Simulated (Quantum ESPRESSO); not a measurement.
Ti2NbO5F3, finding a planted mistake in a log

Computed values, not a measurement. The program is pw.x of Quantum ESPRESSO 7.5 (plane-wave density functional theory). The cell is made up: 11 atoms on a fluorite lattice with one site empty, with randomly drawn elements, strain and displacements, not relaxed. PseudoDojo standard norm-conserving files (v0.5 for PBE, v0.4.1 for LDA and PBEsol) set the functional; there is no spin polarisation, spin-orbit coupling or dispersion term, and the masses in the input are unused placeholders.

Intended input:

```
&control calculation='scf', pseudo_dir='./dojo.nc.sr.pbe.v0_5.standard.upf', outdir='./o', disk_io='medium', tprnfor=.true., tstress=.true. /
&system ibrav=0, nat=11, ntyp=4, nbnd=50, ecutwfc=84.00895049, nosym=.true., tot_charge=0,
 occupations='smearing', smearing='fd', degauss=0.0018374661
/
&electrons conv_thr=7.350e-09, electron_maxstep=60, /
ATOMIC_SPECIES
F 1.0 F.upf
Nb 1.0 Nb.upf
O 1.0 O.upf
Ti 1.0 Ti.upf
CELL_PARAMETERS angstrom
4.9349 -0.0517 0.0227
-0.0517 4.9289 0.0657
0.0227 0.0657 5.0033
ATOMIC_POSITIONS angstrom
Ti -0.0434 2.4871 2.5202
Ti 2.5261 -0.0457 2.517
Nb 2.4676 2.4191 0.0377
O 1.2455 1.239 1.2394
F 1.2228 1.2859 3.8057
O 1.1761 3.7087 1.319
F 1.1999 3.7154 3.7956
O 3.6815 1.1904 1.2717
O 3.725 1.2774 3.8252
F 3.6625 3.6644 1.3081
O 3.6966 3.7118 3.8334
K_POINTS automatic
5 5 4 1 1 1
```

The log is shortened where brackets say so; the opening notice, blank lines, dates and the lines on written files are dropped, and the path of the files is cut. It prints rydbergs, bohrs and kilobars, and counts compression as positive stress. Where no state is partly filled, the Fermi energy that it prints is only some level between the filled and the empty states on the mesh, and need not lie in the true gap.

Log of the intended run:

```
     Program PWSCF v.7.5
     Parallel version (MPI & OpenMP), running on       1 processor cores
     Number of MPI processes:                 1
     Threads/MPI process:                     1
     [start-up lines left out]
     bravais-lattice index     =            0
     lattice parameter (alat)  =       9.3262  a.u.
     unit-cell volume          =     821.0094 (a.u.)^3
     number of atoms/cell      =           11
     number of atomic types    =            4
     number of electrons       =        88.00
     number of Kohn-Sham states=           50
     kinetic-energy cutoff     =      84.0090  Ry
     charge density cutoff     =     336.0358  Ry
     scf convergence threshold =      7.3E-09
     mixing beta               =       0.7000
     number of iterations used =            8  plain     mixing
     Exchange-correlation= PBE
                           (   1   4   3   4   0   0   0)
     [axes and pseudopotential details left out]
   Cartesian axes
     site n.     atom                  positions (alat units)
         1        Ti     tau(   1) = (  -0.0087939   0.5039489   0.5106557  )
         2        Ti     tau(   2) = (   0.5118512  -0.0092600   0.5100073  )
         3        Nb     tau(   3) = (   0.4999977   0.4901704   0.0076390  )
         4        O      tau(   4) = (   0.2523695   0.2510525   0.2511335  )
         5        F      tau(   5) = (   0.2477700   0.2605556   0.7711303  )
         6        O      tau(   6) = (   0.2383074   0.7514757   0.2672625  )
         7        F      tau(   7) = (   0.2431298   0.7528333   0.7690838  )
         8        O      tau(   8) = (   0.7459643   0.2412049   0.2576783  )
         9        O      tau(   9) = (   0.7547785   0.2588333   0.7750815  )
        10        F      tau(  10) = (   0.7421144   0.7424994   0.2650539  )
        11        O      tau(  11) = (   0.7490239   0.7521038   0.7767430  )
     number of k points=    50  Fermi-Dirac smearing, width (Ry)=  0.0018
                       cart. coord. in units 2pi/alat
        k(    1) = (   0.1004905   0.0995623   0.1215359), wk =   0.0400000
        k(    2) = (   0.0993214   0.0962624   0.3681829), wk =   0.0400000
     [further k points left out]
     Dense  grid:    85413 G-vectors     FFT dimensions: (  60,  60,  60)
     Estimated max dynamical RAM per process >     131.09 MB
     Initial potential from superposition of free atoms
     starting charge      87.9945, renormalised to      88.0000
     Starting wfcs are   62 randomized atomic wfcs
     total cpu time spent up to now is       24.6 secs
     per-process dynamical memory:    76.7 Mb
     Self-consistent Calculation
     iteration #  1     ecut=    84.01 Ry     beta= 0.70
     Davidson diagonalization with overlap
     ethr =  1.00E-02,  avg # of iterations =  2.0
     total cpu time spent up to now is       62.5 secs
     total energy              =    -672.49903838 Ry
     estimated scf accuracy    <       6.14448161 Ry
     iteration #  2     ecut=    84.01 Ry     beta= 0.70
     Davidson diagonalization with overlap
     ethr =  6.98E-03,  avg # of iterations =  7.7
     total cpu time spent up to now is      137.0 secs
     total energy              =    -664.21270985 Ry
     estimated scf accuracy    <     107.57510257 Ry
     [iterations 3 to 21 left out]
     iteration # 22     ecut=    84.01 Ry     beta= 0.70
     Davidson diagonalization with overlap
     ethr =  1.19E-10,  avg # of iterations =  5.7
     total cpu time spent up to now is     1029.0 secs
     total energy              =    -675.98236311 Ry
     estimated scf accuracy    <       0.00000002 Ry
     iteration # 23     ecut=    84.01 Ry     beta= 0.70
     Davidson diagonalization with overlap
     ethr =  2.37E-11,  avg # of iterations =  2.3
     total cpu time spent up to now is     1068.1 secs
     End of self-consistent calculation
     [lines on levels left out]
     the Fermi energy is     9.3452 ev
!    total energy              =    -675.98236311 Ry
     estimated scf accuracy    <          3.9E-09 Ry
     smearing contrib. (-TS)   =      -0.00000001 Ry
     internal energy E=F+TS    =    -675.98236310 Ry
     The total energy is F=E-TS. E is the sum of the following terms:
     one-electron contribution =    -224.60292724 Ry
     hartree contribution      =     158.02640755 Ry
     xc contribution           =    -135.21687501 Ry
     ewald contribution        =    -474.18896841 Ry
     convergence has been achieved in  23 iterations
     Forces acting on atoms (cartesian axes, Ry/au):
     atom    1 type  4   force =    -0.03215942   -0.05710247   -0.05464844
     atom    2 type  4   force =     0.03926684    0.05607751   -0.06486065
     atom    3 type  2   force =     0.03913380   -0.10333474    0.07540387
     atom    4 type  3   force =     0.03210300    0.05100884    0.04577382
     atom    5 type  1   force =     0.01911091    0.01581434   -0.03038581
     atom    6 type  3   force =     0.06054116   -0.02806616    0.05729388
     atom    7 type  1   force =     0.00752321   -0.00883258    0.00074936
     atom    8 type  3   force =    -0.02790641    0.05398824    0.05620423
     atom    9 type  3   force =    -0.06005764    0.03769881   -0.04261603
     atom   10 type  1   force =    -0.01095694   -0.00908029    0.01890152
     atom   11 type  3   force =    -0.06659849   -0.00817152   -0.06181574
     Total force =     0.267931     Total SCF correction =     0.000158
     Computing stress (Cartesian axis) and pressure
          total   stress  (Ry/bohr**3)                   (kbar)     P=     -128.54
  -0.00081439  -0.00014630   0.00045835         -119.80      -21.52       67.43
  -0.00014630  -0.00068160   0.00016477          -21.52     -100.27       24.24
   0.00045835   0.00016477  -0.00112540           67.43       24.24     -165.55
     init_run     :     22.67s CPU     24.42s WALL (       1 calls)
     electrons    :   1013.16s CPU   1043.51s WALL (       1 calls)
     forces       :      8.28s CPU      8.42s WALL (       1 calls)
     stress       :     29.09s CPU     29.27s WALL (       1 calls)
     [timing details left out]
     PWSCF        :  17m53.56s CPU  18m26.53s WALL
     JOB DONE.
```

A second run was made from an input with one planted mistake. Its log:

```
     Program PWSCF v.7.5
     Parallel version (MPI & OpenMP), running on       4 processor cores
     Number of MPI processes:                 4
     Threads/MPI process:                     1
     [start-up lines left out]
     bravais-lattice index     =            0
     lattice parameter (alat)  =       9.3262  a.u.
     unit-cell volume          =     821.0094 (a.u.)^3
     number of atoms/cell      =           11
     number of atomic types    =            4
     number of electrons       =        88.00
     number of Kohn-Sham states=           50
     kinetic-energy cutoff     =      84.0090  Ry
     charge density cutoff     =     336.0358  Ry
     scf convergence threshold =      5.1E-03
     mixing beta               =       0.7000
     number of iterations used =            8  plain     mixing
     Exchange-correlation= PBE
                           (   1   4   3   4   0   0   0)
     [axes and pseudopotential details left out]
   Cartesian axes
     site n.     atom                  positions (alat units)
         1        Ti     tau(   1) = (  -0.0087939   0.5039489   0.5106557  )
         2        Ti     tau(   2) = (   0.5118512  -0.0092600   0.5100073  )
         3        Nb     tau(   3) = (   0.4999977   0.4901704   0.0076390  )
         4        O      tau(   4) = (   0.2523695   0.2510525   0.2511335  )
         5        F      tau(   5) = (   0.2477700   0.2605556   0.7711303  )
         6        O      tau(   6) = (   0.2383074   0.7514757   0.2672625  )
         7        F      tau(   7) = (   0.2431298   0.7528333   0.7690838  )
         8        O      tau(   8) = (   0.7459643   0.2412049   0.2576783  )
         9        O      tau(   9) = (   0.7547785   0.2588333   0.7750815  )
        10        F      tau(  10) = (   0.7421144   0.7424994   0.2650539  )
        11        O      tau(  11) = (   0.7490239   0.7521038   0.7767430  )
     number of k points=    50  Fermi-Dirac smearing, width (Ry)=  0.0018
                       cart. coord. in units 2pi/alat
        k(    1) = (   0.1004905   0.0995623   0.1215359), wk =   0.0400000
        k(    2) = (   0.0993214   0.0962624   0.3681829), wk =   0.0400000
     [further k points left out]
     Dense  grid:    85413 G-vectors     FFT dimensions: (  60,  60,  60)
     Estimated max dynamical RAM per process >     236.97 MB
     Estimated total dynamical RAM >     885.31 MB
     Initial potential from superposition of free atoms
     starting charge      87.9945, renormalised to      88.0000
     Starting wfcs are   62 randomized atomic wfcs
     total cpu time spent up to now is        4.7 secs
     per-process dynamical memory:   191.9 Mb
     Self-consistent Calculation
     iteration #  1     ecut=    84.01 Ry     beta= 0.70
     Davidson diagonalization with overlap
     ethr =  1.00E-02,  avg # of iterations =  2.0
     total cpu time spent up to now is       11.2 secs
     total energy              =    -672.49875293 Ry
     estimated scf accuracy    <       6.14481667 Ry
     iteration #  2     ecut=    84.01 Ry     beta= 0.70
     Davidson diagonalization with overlap
     ethr =  6.98E-03,  avg # of iterations =  7.8
     total cpu time spent up to now is       24.4 secs
     total energy              =    -664.21180454 Ry
     estimated scf accuracy    <     107.58533927 Ry
     [iterations 3 to 10 left out]
     iteration # 11     ecut=    84.01 Ry     beta= 0.70
     Davidson diagonalization with overlap
     ethr =  4.68E-05,  avg # of iterations =  4.2
     total cpu time spent up to now is       93.5 secs
     total energy              =    -675.97890215 Ry
     estimated scf accuracy    <       0.01029031 Ry
     iteration # 12     ecut=    84.01 Ry     beta= 0.70
     Davidson diagonalization with overlap
     ethr =  1.17E-05,  avg # of iterations =  9.7
     total cpu time spent up to now is      105.0 secs
     End of self-consistent calculation
     [lines on levels left out]
     the Fermi energy is     9.3610 ev
!    total energy              =    -675.98129116 Ry
     estimated scf accuracy    <       0.00137936 Ry
     smearing contrib. (-TS)   =      -0.00000000 Ry
     internal energy E=F+TS    =    -675.98129115 Ry
     The total energy is F=E-TS. E is the sum of the following terms:
     one-electron contribution =    -224.51585118 Ry
     hartree contribution      =     157.94714044 Ry
     xc contribution           =    -135.22361201 Ry
     ewald contribution        =    -474.18896841 Ry
     convergence has been achieved in  12 iterations
     Forces acting on atoms (cartesian axes, Ry/au):
     atom    1 type  4   force =    -0.03134261   -0.05574071   -0.05451973
     atom    2 type  4   force =     0.03847315    0.05469927   -0.06442056
     atom    3 type  2   force =     0.03871423   -0.10077593    0.07548828
     atom    4 type  3   force =     0.03242404    0.05037192    0.04577897
     atom    5 type  1   force =     0.01943541    0.01563447   -0.03069528
     atom    6 type  3   force =     0.06061463   -0.02882995    0.05677802
     atom    7 type  1   force =     0.00781092   -0.00918625    0.00065358
     atom    8 type  3   force =    -0.02841968    0.05504596    0.05643560
     atom    9 type  3   force =    -0.06032435    0.03756462   -0.04326850
     atom   10 type  1   force =    -0.01088904   -0.00946073    0.01901315
     atom   11 type  3   force =    -0.06649669   -0.00932268   -0.06124354
     Total force =     0.266336     Total SCF correction =     0.099066
     SCF correction compared to forces is large: reduce conv_thr to get better values
     Computing stress (Cartesian axis) and pressure
          total   stress  (Ry/bohr**3)                   (kbar)     P=     -134.82
  -0.00085872  -0.00014191   0.00045714         -126.32      -20.88       67.25
  -0.00014191  -0.00072274   0.00016180          -20.88     -106.32       23.80
   0.00045714   0.00016180  -0.00116807           67.25       23.80     -171.83
     init_run     :      4.21s CPU      4.43s WALL (       1 calls)
     electrons    :     99.65s CPU    100.38s WALL (       1 calls)
     forces       :      1.36s CPU      1.39s WALL (       1 calls)
     stress       :      4.39s CPU      4.39s WALL (       1 calls)
     [timing details left out]
     PWSCF        :   1m49.88s CPU   1m50.93s WALL
     JOB DONE.
```

Question: what was wrong in the second input?

Answer: the self-consistency threshold is too loose. The input lines that differ, file-writing options aside:

```
- &electrons conv_thr=7.350e-09, electron_maxstep=60, /
+ &electrons conv_thr=5.145e-03, electron_maxstep=60, /
```

|  | intended run | run with the mistake |
| --- | --- | --- |
| free energy (eV) | -9197.209 | -9197.194 |
| smearing term -TS (eV) | 0.0000 | 0.0000 |
| pressure (GPa) | -12.85 | -13.48 |
| largest force component (eV/Å) | 2.657 | 2.591 |
| largest change of a force component (eV/Å) |  | 0.066 |
| iterations | 23 | 12 |

For scale, a rerun of the intended cell at a cutoff of 1467 eV and k mesh 7 x 7 x 6 moved values by no more than 0.002 eV in energy, 0.05 GPa in stress and 0.009 eV/Å in force.